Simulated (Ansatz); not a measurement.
Values for one crystal, relaxed and computed with the program Ansatz at the PBE level (PAW); other levels are named.

- Volume per atom: 16.87 Å³
- Electronic character: metallic (no gap)
- Formation energy from the elements (no fitted shifts): -0.47 eV/atom
- Density of states at the Fermi level: 0.26 states/eV per atom (mean over ±0.08 eV)

### Question
Which compound is it?
A. La5Ge3, P6_3/mcm (La on 4d, La on 6g, Ge on 6g)
B. SiNi2, Pnma (Si on 4c, Ni on 4c, Ni on 4c)
C. Co2Si, Pnma (Co on 4c, Co on 4c, Si on 4c)
D. GePt, Pnma (Ge on 4c, Pt on 4c)

### Answer
D, GePt, Pnma (Ge on 4c, Pt on 4c)

The cell was relaxed with PBE under the symmetry of its start. The run is not spin-polarised. The references are the lowest solids computed at this level, not always the standard phases. Scalar-relativistic: spin–orbit coupling is off unless named, which matters more the heavier the elements.

Potentials: the earlier of the program's two PAW sets.
